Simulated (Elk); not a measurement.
A run on HfB: DFT, PBE, all-electron APW+lo, core hole, Dirac cores, scalar-relativistic bands (Elk 11.2.3 with local patches).

Command: `OMP_NUM_THREADS=1 elk`

```
tasks
  0

xctype
  20

rgkmax
  7.0

gmaxvr
  12.0

lmaxapw
  8

lmaxo
  6

lmaxi
  3

nrmtscf
  1.5

nempty
  5

epspot
  1e-06

epsengy
  1e-05

maxscl
  120

lradstp
  4

swidth
  0.003

sppath
  './'

avec
  0.00000000000 4.36526734789 4.36526734789
  4.36526734789 0.00000000000 4.36526734789
  4.36526734789 4.36526734789 0.00000000000

atoms
  2
  'Hf_h1.in'
  1
  0.500000000000 0.500000000000 0.500000000000   0.000 0.000 0.000
  'B.in'
  1
  0.000000000000 0.000000000000 0.000000000000   0.000 0.000 0.000

ngridk
  10 10 10
```

Hf_h1.in (head):

```
 'Hf_h1'    : spsymb
  -72.0000    : spzn
  0.235702E-06    2.5200    52.7922    700    : rminsp, rmt, rmaxsp, nrmt
  21                                        : nstsp
   1   0   1   2.00000  T    : nsp, lsp, ksp, occsp, spcore
   2   0   1   2.00000  T
   2   1   1   2.00000  T
   2   1   2   4.00000  T
   3   0   1   2.00000  T
   3   1   1   2.00000  T
   3   1   2   4.00000  T
   3   2   2   4.00000  T
   3   2   3   6.00000  T
   4   0   1   2.00000  T
   4   1   1   2.00000  T
   4   1   2   4.00000  T
   4   2   2   4.00000  T
   4   2   3   6.00000  T
   4   3   3   6.00000  T
   4   3   4   7.00000  T
   5   0   1   2.00000  F
   5   1   1   2.00000  F
   5   1   2   4.00000  F
   5   2   2   3.00000  F
   6   0   1   2.00000  F
```

Task: How does the run end?

Result: It stops unconverged after 120 iterations. The log ends:
```
 interstitial                :    3.026110276
 muffin-tins (core leakage)
  species : 1 (Hf_h1)
   atom 1                    :    70.76304086     (  0.7272707745E-02)
  species : 2 (B)
   atom 1                    :    3.210848865     (  0.2429803836E-03)
 total in muffin-tins        :    73.97388972
 total calculated charge     :    76.99318820
 total charge                :    77.00000000
 error                       :   0.6811804059E-02
┌──────────────────────────────┐
│ Self-consistent loop stopped │
└──────────────────────────────┘
Wrote STATE.OUT
```
